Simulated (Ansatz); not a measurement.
Here is the system:

Ge:
Space group Fmmm (No. 69); a = 5.1795 Å, b = 5.7206 Å, c = 10.1473 Å, α = β = γ = 90.00°

```csv
atom,site,symmetry,x,y,z
Ge,8i,mm2,0.0000,0.0000,0.2154
Ge,8h,m2m,0.0000,0.2748,0.0000
```
(The calculation used a cell of 4 atoms; values per cell refer to that cell.)

This is the r²SCAN-relaxed structure.

**Question.** All from the program Ansatz at the r²SCAN level (PAW), unless another level is named. Estimate the electronic character.

**Answer.** metallic (no gap).

**Question.** What about the density of states at the Fermi level?

**Answer.** 0.32 states/eV per atom (mean over ±0.08 eV).

**Question.** What about the gap with spin–orbit coupling?

**Answer.** none (metallic).

The first step of the workflow began from a Materials Project structure, measured or hypothetical; the Crystallography Open Database copy checked does not list it. It is not the phase usual at ambient conditions (space group No. 227). The r²SCAN relaxation kept the symmetry of its start; phonons show weakly imaginary modes. Spin–orbit coupling is left out wherever it is not named.

Potentials: the later of the program's two PAW sets.
